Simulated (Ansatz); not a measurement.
MgO$_{2}$: energy along a strain

MgO$_{2}$, R-3m, a = 3.157 Å, c = 10.386 Å. The structure is a Materials Project entry; whether it is the stable form wasn't checked. Ansatz: r2SCAN, PAW, 500 eV, Γ-centred 12×12×12 mesh on 3 atoms, Gaussian smearing 0.05 eV; no spin polarisation. Cell vectors (Å): 1.578 0.911 3.462; -1.578 0.911 3.462; 0.000 -1.823 3.462. The cell is strained by x per cent times the pattern (1 1 0 0 0 0) in the order xx yy zz yz xz xy (engineering shears), with fractional coordinates held. y is the free energy over the start, V0 = 9.960 Å³/atom.

```tsv
x (%)	y (meV/atom)
-2.00	?
-1.50	4.65
-1.00	2.04
-0.50	0.50
0.00	0.00
0.50	0.50
1.00	1.95
1.50	4.34
1.75	5.87
2.00	7.62
```

Problem. Fit y = c2 x² + c3 x³ to the other rows, get the stiffness along the pattern, and predict the missing energy.

Solution. Least squares on the rows shown. y = 1.997 x² − 0.04599 x³. The clamped-ion stiffness p·C·p = 2 × 19.97 eV × 160.2 / 9.960 Å³ = 642 GPa. At x = -2.00 the fit asked for gives 8.36 meV/atom. The run gave 8.38 meV/atom, so the fit is 0.02 meV/atom too low, a small miss on the scale of the series.

Cost: 10 runs of about 0.57 core-minutes in all, on AMD EPYC 9R45 (Zen 5) (shared hosts).